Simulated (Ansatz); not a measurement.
Computed with DFT PBE, scalar-relativistic, plane waves, PAW in Ansatz 0.2.0. Settings: cutoff 420 eV, Γ-centred meshes spaced at most about 0.3 Å⁻¹ (2π included), Gaussian smearing. No spin polarisation in the final relaxations.

All energies are static (0 K, no zero-point motion).

Compare these two cells of SnGe₂Te₃, each relaxed at this level.

A.

Space group Cm (No. 8). a = 7.778 Å, b = 4.321 Å, c = 10.663 Å, α = 90.00°, β = 91.44°, γ = 90.00°
| atom | site | symmetry | x | y | z |
| --- | --- | --- | --- | --- | --- |
| Sn | 2a | m | 0.0105 | 0.0000 | 0.4957 |
| Ge | 2a | m | 0.1895 | 0.5000 | 0.8365 |
| Ge | 2a | m | 0.3562 | 0.0000 | 0.1554 |
| Te | 2a | m | 0.3140 | 0.0000 | 0.6851 |
| Te | 2a | m | 0.1480 | 0.5000 | 0.3230 |
| Te | 2a | m | 0.4809 | 0.5000 | 0.0043 |

B.

Space group P-3m1 (No. 164). a = 4.338 Å, b = 4.338 Å, c = 10.673 Å, α = 90.00°, β = 90.00°, γ = 120.00°
```json
{"atom": "Sn", "site": "1b", "symmetry": "-3m.", "x": "0.0000", "y": "0.0000", "z": "0.5000"}
{"atom": "Ge", "site": "2d", "symmetry": "3m.", "x": "0.6667", "y": "0.3333", "z": "0.8410"}
{"atom": "Te", "site": "2d", "symmetry": "3m.", "x": "0.3333", "y": "0.6667", "z": "0.6829"}
{"atom": "Te", "site": "1a", "symmetry": "-3m.", "x": "0.0000", "y": "0.0000", "z": "0.0000"}
```

Task: Which form is favoured at zero pressure, and by what margin per atom?

Result: A is lower, by 10 meV/atom. The two are nearly one structure: a small distortion parts them. A has Sn and Ge ordered on rock salt sites, space group Cm (No. 8), 29.9 Å³/atom and a gap of 0.50 eV on its mesh; B has Sn and Ge ordered on rock salt sites, space group P-3m1 (No. 164), 29.0 Å³/atom and a gap of 0.27 eV. In A, Sn is surrounded by 3 Te at 3.05–3.07 Å and 3 Te at 3.33–3.35 Å; Ge on its first site has 3 Te at 2.85–2.88 Å and 3 Te at 3.26–3.30 Å; around Te on its first site lie 2 Ge at 2.88 Å, 1 Sn at 3.07 Å, 1 Ge at 3.30 Å and 2 Sn at 3.35 Å; 3 more sites not described. In B, around Sn lie 6 Te at 3.18 Å; around Ge lie 6 Te at 3.02–3.03 Å; Te on a site of symmetry 3m is surrounded by 3 Ge at 3.02 Å and 3 Sn at 3.18 Å; 1 more site not described. Both come from invented guesses.

These runs have no spin–orbit coupling, which can matter for Te. Kohn–Sham gaps at this level usually fall short of measured ones. The missing spin–orbit coupling can work the other way here. Cells relaxed within their symmetry can be saddle points. The Cm cell of SnGe2Te3 came from shaking the P-3m1 one.
